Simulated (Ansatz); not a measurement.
The start is a generated cell, Pt built in the dhcp structure type. The structure is fully relaxed (lattice and positions, P = 0) with PBEsol (plane waves to 420 eV, PAW, scalar-relativistic; Ansatz, an electronic-structure program). The first steps use a coarse 13×13×4 k-mesh.

Input geometry:
```yaml
crystal:
  lattice:
    - [2.78571, 0.00000, 0.00000]
    - [-1.39286, 2.41250, 0.00000]
    - [0.00000, 0.00000, 8.96304]
  atoms:
    - { symbol: Pt, position: [0.00000, 0.00000, 0.00000] }
    - { symbol: Pt, position: [0.00000, 0.00000, 0.50000] }
    - { symbol: Pt, position: [0.33333, 0.66667, 0.25000] }
    - { symbol: Pt, position: [0.66667, 0.33333, 0.75000] }
```

### Question
How do the shortest distances between atoms change?

### Answer
The closest pairs of elements (up to four, under 3.6 Å), start → end: Pt–Pt 2.76 → 2.75 Å.

### Question
What band gap does the relaxed structure have at this level?

### Answer
No gap (metallic).

### Question
Write out the relaxed structure.

### Answer

```cif
data_Pt4
_chemical_formula_sum 'Pt4'
_space_group_name_H-M_alt 'P63/mmc'
_space_group_IT_number 194
_space_group_name_Hall '-P 6c 2c'
_cell_length_a 2.75153
_cell_length_b 2.75153
_cell_length_c 9.19788
_cell_angle_alpha 90.000
_cell_angle_beta 90.000
_cell_angle_gamma 120.000
loop_
_atom_site_label
_atom_site_type_symbol
_atom_site_symmetry_multiplicity
_atom_site_Wyckoff_symbol
_atom_site_fract_x
_atom_site_fract_y
_atom_site_fract_z
_atom_site_occupancy
Pt1 Pt 2 a 0.00000 0.00000 0.00000 1
Pt2 Pt 2 c 0.33333 0.66667 0.25000 1
```

The space group stays P6₃/mmc (No. 194) (the run could not lower it); the end is AFLOW prototype A_hP4_194_ac (A3', as in La), with 4 atoms in the primitive cell. Final values are on a 19×19×5 k-mesh of the relaxed cell. No spin polarisation in the result.

The run could not lose the symmetry of its start, so the end can be a saddle point.

All atoms sit on sites fixed by symmetry, so only the cell could relax.

The relaxed structure here is a generated cell of Pt: the first start was made by placing the elements on the sites of a structure type, and the end was not matched to a known phase here, so it may be hypothetical. Known forms of Pt include space group No. 225.
